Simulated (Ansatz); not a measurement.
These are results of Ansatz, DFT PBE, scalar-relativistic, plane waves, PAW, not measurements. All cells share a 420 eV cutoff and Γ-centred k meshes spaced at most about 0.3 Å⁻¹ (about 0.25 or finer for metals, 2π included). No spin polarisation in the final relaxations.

These are static total energies at zero pressure.

Compare these two cells of InGa3Se2, each relaxed at this level.

A.

```cif
data_structure
_symmetry_space_group_name_H-M 'P6mm'
_symmetry_Int_Tables_number 183
_cell_length_a 6.1971
_cell_length_b 6.1971
_cell_length_c 4.4396
_cell_angle_alpha 90.000
_cell_angle_beta 90.000
_cell_angle_gamma 120.000
_cell_volume 147.65
loop_
_atom_site_label
_atom_site_type_symbol
_atom_site_symmetry_multiplicity
_atom_site_Wyckoff_symbol
_atom_site_fract_x
_atom_site_fract_y
_atom_site_fract_z
_atom_site_occupancy
In1 In 1 a 0.00000 0.00000 0.93327 1
Ga1 Ga 3 c 0.50000 0.50000 0.44799 1
Se1 Se 2 b 0.66667 0.33333 0.95819 1
```

B.

```cif
data_structure
_symmetry_space_group_name_H-M 'P6/mmm'
_symmetry_Int_Tables_number 191
_cell_length_a 4.9053
_cell_length_b 4.9053
_cell_length_c 10.2032
_cell_angle_alpha 90.000
_cell_angle_beta 90.000
_cell_angle_gamma 120.000
_cell_volume 212.61
loop_
_atom_site_label
_atom_site_type_symbol
_atom_site_symmetry_multiplicity
_atom_site_Wyckoff_symbol
_atom_site_fract_x
_atom_site_fract_y
_atom_site_fract_z
_atom_site_occupancy
In1 In 1 a 0.00000 0.00000 0.00000 1
Ga1 Ga 2 d 0.33333 0.66667 0.50000 1
Ga2 Ga 1 b 0.00000 0.00000 0.50000 1
Se1 Se 2 e 0.00000 0.00000 0.25954 1
```

Task: Which is lower in energy, and by how much?

Result: A is lower, by 176 meV/atom. A has space group P6mm (No. 183), 24.6 Å³/atom and no gap on its mesh; B has space group P6/mmm (No. 191), 35.4 Å³/atom and no gap. Counting Se atoms around Ga and In (those within 1.25 times the shortest such distance or 1.15 times the sum of covalent radii; the shortest distance is added where it is long for a bond; a slash parts the counts of unlike sites), A has In 6 from 3.6 Å, Ga 4 and B has In 2, Ga 2/6 from 3.7 Å. The denser one is the lower, and pressure would at first widen the difference. Both come from invented guesses.

Cells relaxed within their symmetry can be saddle points.
